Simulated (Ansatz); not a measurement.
An ordered 8-atom cell of Ga3BAs4 on the zincblende lattice (P-43m), relaxed with r2SCAN in Ansatz: the symmetry is P-43m (No. 215, cubic); conventional cell a = 5.450 Å, 20.24 Å³ an atom. B has 4 As at 2.16 Å; As has 1 B at 2.16 Å and 3 Ga at 2.43 Å; Ga has 4 As at 2.43 Å. The primitive cell holds 8 atoms in 161.90 Å³. The calculation is non-magnetic, and the structure need not be a phase that has been made.

Computed values: Without spin-orbit coupling PBE's valence top is a threefold level at Γ and the gap is 0.585 eV; with it the level splits into four states above two, Δ₀ = 0.319 eV apart. HSE06 (4×4×4) gives a least gap of 1.20 eV and a least direct gap of 1.63 eV. r2SCAN's ε∞ is 11.80.

**Question.** What is the density?

**Answer.** The cell holds 1 B, 4 As, 3 Ga: M = 1×10.810 + 4×74.922 + 3×69.723 = 519.67 u in V = 161.90 Å³. ρ = 1.66054 × M/V = 1.66054 × 519.67/161.90 = 5.330 g/cm³, for the static r2SCAN lattice.

**Question.** If the centre of gravity stays and the conduction band doesn't move, what gap follows with spin-orbit coupling?

**Answer.** The fourfold level rises by Δ₀/3 = 0.106 eV and the twofold one falls by 2Δ₀/3, so E_g ≈ 0.585 − 0.106 = 0.479 eV. The PBE+SOC run gives 0.482 eV, +0.003 eV from the estimate.

**Question.** At what wavelength does absorption set in by HSE06, excitons left aside?

**Answer.** λ = 1239.84 eV nm/E: 1033 nm for the least gap, where it needs phonons and is weak, and 761 nm for direct transitions.

**Question.** What refractive index and reflectivity at normal incidence follow, below the gap and above the phonons?

**Answer.** n = √11.80 = 3.435; R = ((n − 1)/(n + 1))² = (2.435/4.435)² = 30.1 % a face.

Only the levels marked +SOC include spin-orbit coupling.

The meshes of the hybrids are coarse, so their gaps aren't converged to the digits shown.
